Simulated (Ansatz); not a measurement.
A relaxed cell of Ge8Mo3W is given with its symmetry left out. The cell was found from a structure generator's guess, not taken from experiment.

Method: DFT PBE, scalar-relativistic, plane waves, PAW (Ansatz). Cutoff 420 eV, Γ-centred mesh, Gaussian smearing, no spin polarisation.

```
Ge Mo W
1.0
     2.36075   -4.14283    0.00000
     2.36075    4.14283    0.00000
     0.00000    0.00000    9.44263
Ge Mo W
8 3 1
Cartesian
  2.3607 -1.3425 7.0861
  2.3607 2.8011 4.7213
  2.3607 -1.3425 2.3566
  2.3607 2.8032 0.0000
  2.3607 1.3425 7.0861
  2.3607 -2.8011 4.7213
  2.3607 1.3425 2.3566
  2.3607 -2.8032 0.0000
  0.0000 0.0000 7.0850
  0.0000 0.0000 2.3576
  2.3607 0.0000 0.0000
  2.3607 0.0000 4.7213
```

The zero of energy is the elements' standard structures at the same level; no fitted shifts are applied.

(1) Find its symmetry and describe it.

(2) What is its formation energy per atom?

(3) Is it a metal?

## Answers

(1) Cmmm (No. 65). Conventional cell: a = 4.721 Å, b = 8.286 Å, c = 9.443 Å. Around Ge on a site of symmetry m lie 5 Ge at 2.69–2.78 Å, 4 Mo at 2.71–2.80 Å, 1 W at 2.72 Å and 4 Ge at 3.34 Å; Ge on a site of symmetry m2m has 5 Ge at 2.68–2.78 Å, 3 W at 2.72–2.80 Å, 2 Mo at 2.72 Å and 4 Ge at 3.34 Å; Mo on a site of symmetry mm2 is surrounded by 10 Ge at 2.71–2.80 Å, 2 Mo at 3.34 Å and 2 W at 3.34 Å; W has 10 Ge at 2.72–2.80 Å and 4 Mo at 3.34 Å; 2 more sites not described.

(2) −0.09 eV/atom. It lies below the elements, which doesn't yet make it stable against other compounds or structures.

(3) Yes, bands cross the Fermi level on the 10×10×4 mesh.

The last run used a 10×10×4 mesh (in the run's order of axes) for its 12-atom cell and Gaussian smearing of 0.10 eV. Spin–orbit coupling, which can matter for W, is left out. Symmetry constrained the relaxation, so the result can be a saddle point.
